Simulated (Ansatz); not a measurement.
# WC at a changed volume — quadrupolar parameters

The cell is a structure deposited in the COD, relaxed with PBE at fixed cell and then changed (volume scaled by 0.94, ions relaxed).

```
W C
1.0
     2.83904    0.00000    0.00000
    -1.41952    2.45868    0.00000
     0.00000    0.00000    2.77360
W C
1 1
Direct
  0.00000 0.00000 0.00000
  0.66667 0.33333 0.50000
```

Sites (sets of like atoms) are named by element and the number of their first atom in this list.

All values are calculated (Ansatz; DFT, PBE, plane waves and PAW, scalar-relativistic, collinear spin, 420 eV cutoff, Γ-centred 18×18×16 k-points, Fermi–Dirac smearing 0.05 eV), not measured. Start moments as typed (μB): 2 on each W, none on the rest.

C_Q = eQV_zz/h, which is 24.18 MHz for Q = 1 b and V_zz = 10²¹ V/m²; η = (V_xx − V_yy)/V_zz. Directions are in the Cartesian axes of the cell vectors above, for the atom listed; none is given where the gradient is under 0.02 or η is above 0.95.

Question: Which values are expected at the nuclei?

Answer: 

```csv
site,first atom,first shell,V_zz (10²¹ V/m²),η,"direction of V_zz (x, y, z)"
W,1,6 C at 2.15 Å,-16.28,0.00,0.00 0.00 1.00
C,2,6 W at 2.15 Å,0.099,0.00,0.00 0.00 1.00
```

An axis of threefold or higher order runs through W and C, so V_zz lies along it and η is zero.

With no gap above 0.1 eV, as in a metal, the gradients converge slowly in k; expect changes of a tenth or more on a denser mesh. Without spin–orbit coupling the gradients at and beside W can be off by some per cent, at some sites by more. At this changed cell the PBE pressure is 38 GPa. The start moments die out, and the run ends without spin.

The relaxation (1 step) took 18 s of wall time (18 s of CPU time) and 0.64 GiB at its peak, on 1 thread of Intel Xeon 6975P-C (Granite Rapids) (x86_64; 16 cores open to the job, memory cap 3.0 GiB, no GPU), a shared host with a load of 0.6 a core.
